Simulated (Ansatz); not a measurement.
Recipe of this trial structure of La3Hf2C4: random cell by space group and Wyckoff sites (P6/mmm, No. 191). Lengths were set from tabulated atomic sizes, so they are only a guess.

```yaml
crystal:
  lattice:
    - [6.35266, 0.00000, 0.00000]
    - [-3.17633, 5.50157, 0.00000]
    - [0.00000, 0.00000, 4.62839]
  atoms:
    - { symbol: La, position: [0.33333, 0.66667, 0.00000] }
    - { symbol: La, position: [0.66667, 0.33333, 0.00000] }
    - { symbol: La, position: [0.00000, 0.00000, 0.00000] }
    - { symbol: Hf, position: [0.33333, 0.66667, 0.50000] }
    - { symbol: Hf, position: [0.66667, 0.33333, 0.50000] }
    - { symbol: C, position: [0.50000, 0.00000, 0.00000] }
    - { symbol: C, position: [0.00000, 0.50000, 0.00000] }
    - { symbol: C, position: [0.50000, 0.50000, 0.00000] }
    - { symbol: C, position: [0.00000, 0.00000, 0.50000] }
```

Computed with Ansatz 0.2.0, DFT PBE, scalar-relativistic, plane waves, PAW. Cutoff 420 eV, Gaussian smearing, Γ-centred meshes. Cell and atoms relax first on a coarse mesh and then on a finer one. In between, the cell is made exact in the group found at 0.06 Å. In metals the finer mesh still leaves noise of several meV/atom or more. The steps can't lower the symmetry of their start. No spin polarisation.

A guess keeps its type if space group and coordination stay and the shape of the cell changes little (axis ratios within about 15 %, angles within 6°); the volume may change.

Question: Does this structure survive the relaxation?

Answer: It keeps its type. The symmetry stays P6/mmm (No. 191). The volume per atom grows by 59.5 %, from 18.0 to 28.7 Å³. The shortest distance goes from 1.83 Å (La–C) to 2.13 Å (La–C). The ratio c/a of the conventional cell changes by a factor of 1.02. Counting neighbours within 15 % of an atom's shortest distance, the start has C 2, Hf 2, La 2/3 and the end C 2, Hf 2, La 2/3.

The zero of energy is the elements' standard structures at the same level; no fitted shifts are applied.

Question: At what energy does it end?

Answer: +2.63 eV/atom. It can't be a ground state, since the elements alone are lower.

The last run used a 6×6×8 mesh (in the run's order of axes) for its 9-atom cell and Gaussian smearing of 0.10 eV. These runs have no spin–orbit coupling, which can matter for Hf. The cell is a metal run without spin; a magnetic state may lie lower. The reference form of C is held partly by dispersion forces, which this level lacks. Symmetry constrained the relaxation, so the result can be a saddle point.

In counts of neighbours, a slash parts the counts of unlike sites.
